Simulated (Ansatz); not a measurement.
HfN (rock salt): scan of one atom of the cell

HfN (rock salt)

```
HfN
1.0
    0.00000     4.54789     4.54789
    2.27394     0.00000     2.27394
    2.27394     2.27394     0.00000
N Hf
2 2
Cartesian
  0.00000   0.00000   0.00000
  0.00000   2.27394   2.27394
  2.27394   2.27394   2.27394
  2.27394   4.54789   4.54789
```

Scan: atom 3 (Hf, nearest neighbour N at 2.274 Å; its periodic images, 3.2 Å or more away, move with it) is displaced towards the nearest neighbour, direction (-1.000, 0.000, 0.000) in Cartesian axes, by s. The other atoms stay.

These are PBE (plane waves to 420 eV, PAW, scalar-relativistic; Ansatz, a first-principles code) values and carry that method's errors. k mesh 7×14×14 (Γ-centred), Fermi-Dirac smearing 0.05 eV. The energy includes the smearing's −TS. Compression counts positive. With partly filled bands, energies and forces of such displacements shift with the k mesh and the smearing. F∥ is the force on the atom along that direction. F⊥ is the part of the force across the line. HfN is run without spin polarisation. HfN was relaxed with its symmetry unable to fall. Spin-orbit coupling is left out, though Hf is heavy. The zero of ΔE is the undisplaced structure.

| s (Å) | ΔE (meV/cell) | F∥ (eV/Å) | |F⊥| (eV/Å) | P (GPa) |
|---|---|---|---|---|
| -0.230 | 308 | 2.984 | 0.436 | 4.0 |
| -0.184 | 189 | 2.210 | 0.284 | 2.5 |
| -0.138 | 103 | 1.553 | 0.167 | 1.4 |
| -0.092 | 45 | 0.997 | 0.095 | 0.6 |
| -0.046 | 11 | 0.485 | 0.039 | 0.2 |
| 0.000 | 0 | 0.000 | 0.000 | 0.0 |
| 0.046 | 11 | -0.485 | 0.039 | 0.2 |
| 0.092 | 45 | -0.997 | 0.095 | 0.6 |
| 0.138 | 103 | -1.553 | 0.167 | 1.4 |
| 0.184 | 189 | -2.210 | 0.284 | 2.5 |
| 0.230 | 308 | -2.984 | 0.436 | 4.0 |

Derived quantities:

| Property | Result |
|---|---|
| Energy at s = 0.230 Å | 308 meV/cell |
| Force along the line at s = -0.230 Å | 2.98 eV/Å |
| Symmetry of the curve | even: the same for both signs |
| Shape of the curve | a single well with its minimum at or next to zero displacement |
| Force constant k = d²E/ds² at s = 0 (finite differences) | 10.4 eV/Å² |
| Harmonic estimate at the end of the scan | ½ks² = 276 meV/cell against the computed 308 meV/cell, so the well is stiffer than harmonic there |

(A displaced cell: forces are minus the slopes of the energy, force constants its curvatures, and phonons follow from these.)
